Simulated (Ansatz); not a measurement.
Ag:
```yaml
crystal:
  lattice:
    - [-1.63299, 1.63299, 1.63299]
    - [1.63299, -1.63299, 1.63299]
    - [1.63299, 1.63299, -1.63299]
  atoms:
    - { symbol: Ag, position: [0.00000, 0.00000, 0.00000] }
```

Relaxed with r²SCAN.

Question: Which orbitals make up the states near the Fermi level in r²SCAN in the plane-wave PAW code Ansatz?

Answer: Within 0.5 eV of the Fermi level: Ag 5s 54 %, Ag 4d 14 %, outside the projected shells 32 %. Projections are on Löwdin-orthogonalised atomic valence shells; empty p or d shells of many metals are not among them.

Question: Tabulate the density of states.

Answer: States/eV per cell of 1 atom, in 0.25 eV bins, energy from the Fermi level.

```tsv
E (eV)	total	Ag 4d	Ag 5s
-7.85	0.01	0.00	0.01
-7.60	0.05	0.00	0.04
-7.35	0.07	0.00	0.07
-7.10	0.10	0.00	0.09
-6.85	0.13	0.01	0.12
-6.60	0.78	0.57	0.21
-6.35	2.17	1.75	0.41
-6.10	3.83	3.42	0.40
-5.85	3.84	3.68	0.15
-5.60	3.57	3.48	0.06
-5.35	2.08	2.02	0.05
-5.10	2.23	2.06	0.15
-4.85	2.35	2.13	0.19
-4.60	1.79	1.67	0.10
-4.35	2.76	2.68	0.07
-4.10	4.98	4.92	0.05
-3.85	5.10	5.05	0.04
-3.60	2.30	2.22	0.07
-3.35	2.04	1.95	0.08
-3.10	1.22	1.13	0.08
-2.85	0.21	0.11	0.09
-2.60	0.20	0.09	0.10
-2.35	0.20	0.08	0.11
-2.10	0.20	0.08	0.12
-1.85	0.21	0.07	0.12
-1.60	0.21	0.06	0.13
-1.35	0.22	0.06	0.14
-1.10	0.22	0.05	0.14
-0.85	0.23	0.05	0.15
-0.60	0.24	0.05	0.15
-0.35	0.25	0.04	0.15
-0.10	0.26	0.04	0.15
0.15	0.28	0.04	0.14
0.40	0.28	0.03	0.14
0.65	0.27	0.03	0.13
0.90	0.27	0.03	0.12
1.15	0.26	0.02	0.12
1.40	0.25	0.02	0.11
1.65	0.24	0.02	0.10
1.90	0.23	0.02	0.09
2.15	0.22	0.01	0.08
2.40	0.21	0.01	0.08
2.65	0.20	0.01	0.07
2.90	0.18	0.01	0.06
3.15	0.17	0.01	0.05
3.40	0.16	0.01	0.05
3.65	0.14	0.00	0.04
3.90	0.13	0.00	0.04
4.15	0.19	0.01	0.10
4.40	0.36	0.02	0.24
4.65	0.38	0.02	0.24
```

Space group Im-3m (bcc (W type)). The first step of the workflow began from a Materials Project structure, measured or hypothetical; the Crystallography Open Database copy checked does not list it. It is not the phase usual at ambient conditions (space group No. 225). The cell keeps a stress of up to 0.2 GPa. Symmetry was held in the r²SCAN relaxation. At this level the phase is mechanically unstable. No spin polarisation was allowed. Scalar-relativistic: spin–orbit coupling is off unless named, which matters more the heavier the elements.

Potentials: the earlier of the program's two PAW sets.
